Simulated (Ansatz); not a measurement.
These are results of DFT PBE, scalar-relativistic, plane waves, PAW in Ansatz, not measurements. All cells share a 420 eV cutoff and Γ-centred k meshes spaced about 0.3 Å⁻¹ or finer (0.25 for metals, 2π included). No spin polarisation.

Temperature and zero-point effects are left out.

Two forms of GaSn4S3 were relaxed alike.

A.

```
CELL_PARAMETERS angstrom
5.81392 0.00000 0.00000
0.00000 5.81392 0.00000
0.00000 0.00000 5.81392
ATOMIC_POSITIONS crystal
Ga 0.50000 0.50000 0.50000
Sn 0.50000 0.00000 0.00000
Sn 0.00000 0.50000 0.00000
Sn 0.00000 0.00000 0.50000
Sn 0.00000 0.00000 0.00000
S 0.00000 0.50000 0.50000
S 0.50000 0.00000 0.50000
S 0.50000 0.50000 0.00000
```

B.

```
CELL_PARAMETERS angstrom
5.79195 0.00000 0.00000
0.00000 5.79195 0.00000
0.00000 0.00000 5.79195
ATOMIC_POSITIONS crystal
Ga 0.00000 0.00000 0.00000
Sn 0.50000 0.00000 0.00000
Sn 0.50000 0.50000 0.50000
Sn 0.00000 0.50000 0.00000
Sn 0.00000 0.00000 0.50000
S 0.50000 0.00000 0.50000
S 0.50000 0.50000 0.00000
S 0.00000 0.50000 0.50000
```

Question: Which placement of the atoms is lower in energy, and by how much?

Answer: B is lower, by 72 meV/atom. The two share one framework of sites and differ in which element sits where. A has space group Pm-3m (No. 221), 24.6 Å³/atom and no gap on its mesh; B has space group Pm-3m (No. 221), 24.3 Å³/atom and no gap. Counting S atoms around Ga and Sn (those within 1.25 times the shortest such distance or 1.15 times the sum of covalent radii; the shortest distance is added where it is long for a bond; a slash parts the counts of unlike sites), A has Ga 6 from 2.9 Å, Sn 4 from 2.9 Å/12 from 4.1 Å and B has Ga 12 from 4.1 Å, Sn 4 from 2.9 Å/6 from 2.9 Å. Both come from invented guesses.

In Pm-3m at 24.6 Å³/atom, Pm-3m at 24.3 Å³/atom an odd number of electrons in the primitive cell allows no gap without spin; a larger cell or a magnetic state could open one.
